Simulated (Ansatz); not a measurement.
**zincblende-structured PmBi**

Computed with Ansatz (plane waves, PAW, 600 eV cutoff): PBE+U (U_eff = 6 eV on Pm 4f), scalar-relativistic, collinear spin, Γ-centred 8×8×8 mesh, 0.05 eV Gaussian smearing. The datasets are Ansatz's generated set soft_2.

```cif
data_structure
_symmetry_space_group_name_H-M 'P 1'
_symmetry_Int_Tables_number 1
_cell_length_a 5.1203
_cell_length_b 5.1203
_cell_length_c 5.1203
_cell_angle_alpha 60.000
_cell_angle_beta 60.000
_cell_angle_gamma 60.000
_cell_volume 94.92
loop_
_atom_site_label
_atom_site_type_symbol
_atom_site_fract_x
_atom_site_fract_y
_atom_site_fract_z
_atom_site_occupancy
Pm1 Pm 0.00000 0.00000 0.00000 1
Bi1 Bi 0.25000 0.25000 0.25000 1
```

This is a trial structure: such lanthanide and actinide compounds mostly take the rock-salt structure.

Magnetic state: ferromagnetic, site spin moments Pm 4.05; Bi -0.05 μB.

The cell is relaxed to zero pressure at this level.

Path: Γ–X–U | K–Γ–L–W–X, with Γ = (0.000, 0.000, 0.000), X = (-0.500, -0.500, 0.000), U = (-0.375, -0.375, 0.250), K = (-0.375, 0.000, 0.375), L = (0.000, 0.000, 0.500), W = (-0.500, -0.250, 0.250) in reciprocal vectors of the calculation's cell.

Task: Is it a metal or an insulator, and if it has a gap, where are the band edges on this path?

Result: An insulator with a gap of 0.58 eV on the path, the valence band topping at X and the conduction band bottoming at Γ; the smallest direct gap is 0.60 eV.

Bands as a text map, energy in eV from the Fermi level (dashes), each leg drawn with the same width, + spin up, o spin down, # both:
```
  3.71 |    #o       ooooooo       +oo###++##++++  o    
  3.43 |    + o   oooo  + +o        +++++++  oooo#+ oo  
  3.14 |   o # ooo  ++++++ +o      oo      ++     o##ooo
  2.86 |ooo#o##oo####oooooo#ooooooo##oooooooo######oo#oo
  2.57 |  ooo o##  oooooo+oo+     o   oooooooo     +++##
  2.29 |oo#  ++++###  ++#o# oooooo#oo#  oo ###########++
  2.00 |o####oo##########o####ooooooo########oooooo#####
  1.71 |+# o             #+ +#+++#+++    ++o ++++++     
  1.43 |# ++o           o+ +  ###          +o           
  1.14 |    +ooooooooooo                    +ooooooooooo
  0.86 |     ++++++++++++                    +++++++++++
  0.57 |                                                
  0.29 |++++++++++++++++++++++++++++++++++++++++++++++++
  0.00 |------------------------------------------------
 -0.29 |      ######oo                       o##########
 -0.57 |    o#+  ++##+####o               o##+     o#+  
 -0.86 | oo#+        ###  +#oo   ooo#######       #+    
 -1.14 |##+             #o#+++####++      +#o    #      
 -1.43 |  #              #  o#   +#         #####       
 -1.71 |   #         o### ##+      ##oooo###+    #o     
 -2.00 |    ##oooo###+               ++++         +##ooo
 -2.29 |      ++++                                   +++
 -2.57 |                                                
 -2.86 |                                                
 -3.14 |                                                
 -3.43 |                                                
 -3.71 |                                                
 -4.00 |                                                
        Γ      X      UK       Γ       L       W       X
```

Formal charges Pm³⁺, Bi³⁻ leave Pm³⁺ with an open 4f⁴ shell. A part-filled shell gives a gap only if something splits it: here the Hubbard U pushes the occupied f orbitals down and the empty ones up, perhaps past the metal's d band, and the gap is 0.58 eV.

Within 0.6 eV of the edges the projected states are 67 % Bi 6p at the top of the valence band and 97 % Pm 4f at the bottom of the conduction band. Spin–orbit coupling, left out here, shifts 6p levels by as much as this gap and could close it. The valence edge mixes anion p with metal states, so the bond is partly covalent and the gap isn't a plain transfer from Bi to Pm.

With a Hubbard U or exact exchange the result depends on the state in which the open shell ends, and a lower one can't be excluded. These numbers lack spin–orbit coupling. Site moments are of spin, integrated over atomic spheres. No antiparallel order was tried.

The state of the open shells isn't shown to be the lowest, and forces and pressures are less sure for it.
